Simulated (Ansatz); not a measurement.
The cell comes from COD entry 1527462, which wasn't checked; take it as a given geometry. The listed cell was then made from it by scaling, straining or moving an atom.

YSe: DFT, LDA, all-electron LAPW, scalar-relativistic (Ansatz 0.2.0). What sets it apart from a plain run of this crystal: zz strain of -2 %.

Command: `ansatz run input.yaml --threads 1 --pin off --max-ram 3072MiB --backend cpu --events-out ev --progress --plain --runs-dir out` The run took 13 s on 1 thread of Intel(R) Xeon(R) Platinum 8488C (Sapphire Rapids), on a shared host, peak memory 0.39 GiB.

```yaml
crystal:
  lattice:
    - [0.0, 2.875, 2.8175]
    - [2.875, 0.0, 2.8175]
    - [2.875, 2.875, 0.0]
  atoms:
    - { symbol: "Y", position: [0.0, 0.0, 0.0] }
    - { symbol: Se, position: [0.5, 0.5, 0.5] }
kpoints:
  mp_grid: { grid: [7, 7, 7] }
  band_path:
    path:
      - [0.0, 0.0, 0.0]
      - [0.0, 0.5, 0.5]
      - [0.25, 0.75, 0.5]
      - [0.0, 0.5, 0.0]
      - [0.0, 0.0, 0.0]
      - [0.5, 0.5, 0.0]
      - [0.3801541025, 0.6198458975, 0.0]
      - [-0.3801541025, 0.3801541025, 0.0]
      - [0.0, 0.0, 0.0]
    npoints: 5
scf:
  occupations: { method: fermi_dirac, width: 0.03 }
hamiltonian:
  xc: lda
  pseudopotentials: { kind: all_electron, lapw: { basis_error: 0.00025 } }
output:
  forces: true
  stress: true
  eigenvalues: true
```

Output (standing set-up lines are left out):

```
LAPW: plane waves up to 7.940 Å⁻¹, error target 2.5e-4 eV per atom; small_component_spin mean_spin; Se in spheres of 1.407 Å, 24 of its electrons in bands, Dirac shells []; Y in spheres of 1.411 Å, 29 of its electrons in bands, Dirac shells []
Crystal: 2 atoms, lattice volume = 46.577 Å³
Basis set: ecut = 240.20248769375212 eV, 395 PW (Γ), exchange–correlation at level 2
Symmetry: 16 space group operations
Space group: I4/mmm (ITA 139), of the structure as read, at distance tolerance 3.6e-5 Å
k-points: 40 of 343
iter 1 solved again at ethr=6.45e-4 eV; its pass at ethr=1.00e-1 eV (dr2=3.42e-1 eV) is discarded
SCF iter   1: F=—  HF=-158060.218001 eV  |F-HF|=—  |Δ(HF+E_count)|=         —  Δρ=1.90e-2  dr2=3.42e-1  ethr=6.45e-4  ⟨swp⟩=2.5  Hψ=7874  notcnv=0
preconditioner: auto → none  [insulator: Δε(μ)=0.161 eV  Ē_g=9.734 eV  σ=0.030 eV  W_gap=0.55  n_scr=14 (ndim 8)  ℏωp=16.3 eV  f_vac=0.000  D(μ)=1.40/eV (n_scr^D=14)  ε∞_Penn≈3.8]
iter 2 solved again at ethr=9.64e-6 eV; its pass at ethr=6.45e-4 eV (dr2=5.11e-3 eV) is discarded
SCF iter   2: F=—  HF=-158060.112881 eV  |F-HF|=—  |Δ(HF+E_count)|=   1.05e-1  Δρ=3.53e-3  dr2=5.11e-3  ethr=9.64e-6  ⟨swp⟩=2.0  Hψ=6734  notcnv=0
SCF iter   3: F=—  HF=-158060.104862 eV  |F-HF|=—  |Δ(HF+E_count)|=   8.02e-3  Δρ=2.72e-3  dr2=6.01e-3  ethr=9.64e-6  ⟨swp⟩=2.2  Hψ=4079  notcnv=0
SCF iter   4: F=—  HF=-158060.103989 eV  |F-HF|=—  |Δ(HF+E_count)|=   8.72e-4  Δρ=6.98e-4  dr2=3.58e-4  ethr=9.64e-6  ⟨swp⟩=2.0  Hψ=3875  notcnv=0
SCF iter   5: F=—  HF=-158060.103858 eV  |F-HF|=—  |Δ(HF+E_count)|=   1.31e-4  Δρ=9.59e-5  dr2=5.00e-6  ethr=6.76e-7  ⟨swp⟩=2.0  Hψ=3875  notcnv=0
SCF iter   6: F=—  HF=-158060.103859 eV  |F-HF|=—  |Δ(HF+E_count)|=   7.78e-7  Δρ=1.41e-5  dr2=5.96e-8  ethr=9.44e-9  ⟨swp⟩=2.0  Hψ=3875  notcnv=0
SCF iter   7: F=-158060.103859 eV  HF=-158060.103859 eV  |F-HF|=1.37e-9  |Δ(HF+E_count)|=   3.49e-8  Δρ=2.09e-6  dr2=1.61e-9  ethr=1.12e-10  ⟨swp⟩=2.7  Hψ=3908  notcnv=0
SCF 1 converged in 7 iterations: F = -158060.103859 eV  dr2 = 1.61e-9
NSCF: frozen V_eff on 41 k-points
SCF converged after 7 iterations
Free energy (F): -158060.103859 eV
Harris-Foulkes:  -158060.103859 eV  (|F-HF|=1.37e-9)
Internal energy: -158060.100425 eV  (E = F + TS)
E sigma→0 (E₀):  -158060.102142 eV
Entropy (-TS):   -0.003434 eV (-1.717 meV/atom)
Fermi energy:    14.137949 eV
--- Per-component energies (eV) ---
  E_band       = -5223.434627
  E_kinetic    = 162445.968032
  E_xc         = -5192.132919
  E_electrostatic = -315313.935538  (all electrons and nuclei)
  E_smearing   = -0.003434  (= −TS)
  E_closure    = 0.000000  (closes the sum)
  E_atoms      = -158047.019932  (free atoms, spherical and without spin; not in F)
  Σ components = -158060.103859   (vs F -158060.103859, Δ=0.00e0)
  Basis errors (estimates in eV, not in F): energy 8.1e-5 per atom: plane waves 7.3e-5 (4.0e-5 summed), levels above the bands 3.1e-90, relativity 4.0e-9, radial functions 8.5e-6, core shells 2.9e-12; eigenvalues (radial functions only) 3.5e-7; not estimated: angular momenta, meshes, grids; target (lapw.basis_error) 2.5e-4; muffin-tin radii Se 1.407 Å, Y 1.411 Å
--- Forces (eV/Å), atoms counted from 1 ---
  atom   1  Y      0.00000000     0.00000000     0.00000000
  atom   2  Se    -0.00000000     0.00000000     0.00000000
  max |Σ_I F_I| component: 8.87e-31 eV/Å
--- Stress (GPa, compression-positive) ---
       -4.288866       0.000000       0.000000
        0.000000      -4.288866       0.000000
        0.000000       0.000000      -0.476773
  P = ⅓ Tr σ = -3.0182 GPa (-30.182 kbar)
--- Band table (eV; the first three rows and the last of 40) ---
  k-point 0: bands = ["-349.0245", "-267.4240", "-267.4240", "-267.4169", "-194.2726", "-134.3126", "-134.3126", "-134.3057", "-132.6732", "-132.6707", "-132.6665", "-132.6651", "-132.6651", "-35.0844", "-35.0798", "-35.0728", "-35.0682", "-35.0682", "-29.4236", "-9.4337", "-9.4337", "-9.4332", "-1.1848", "11.0403", "11.0403", "11.0932", "13.7464", "13.7464", "13.9115", "14.4894", "14.5414", "14.9135"]
  k-point 1: bands = ["-349.0245", "-267.4240", "-267.4240", "-267.4169", "-194.2726", "-134.3126", "-134.3126", "-134.3057", "-132.6732", "-132.6707", "-132.6665", "-132.6651", "-132.6651", "-35.0844", "-35.0798", "-35.0727", "-35.0681", "-35.0681", "-29.4203", "-9.4946", "-9.4381", "-9.4359", "-0.9967", "9.9067", "10.4851", "10.5127", "13.9669", "14.1182", "14.2094", "15.4290", "15.4874", "16.0481"]
  k-point 2: bands = ["-349.0245", "-267.4240", "-267.4240", "-267.4169", "-194.2726", "-134.3126", "-134.3126", "-134.3057", "-132.6732", "-132.6707", "-132.6665", "-132.6651", "-132.6651", "-35.0844", "-35.0798", "-35.0727", "-35.0681", "-35.0680", "-29.4128", "-9.6265", "-9.4478", "-9.4416", "-0.5488", "8.2966", "9.6797", "9.6906", "14.3804", "15.0177", "15.0523", "17.2989", "17.3733", "17.7809"]
  k-point 39: bands = ["-349.0245", "-267.4240", "-267.4240", "-267.4169", "-194.2726", "-134.3126", "-134.3126", "-134.3057", "-132.6732", "-132.6707", "-132.6665", "-132.6651", "-132.6651", "-35.0842", "-35.0805", "-35.0728", "-35.0678", "-35.0678", "-29.3982", "-9.6401", "-9.5512", "-9.5170", "-0.5062", "8.7421", "9.4341", "9.9189", "12.5309", "16.3012", "17.0022", "17.0291", "17.0312", "17.5449"]
```

Spin polarisation is left out, and whether a magnetic state lies lower isn't shown here.
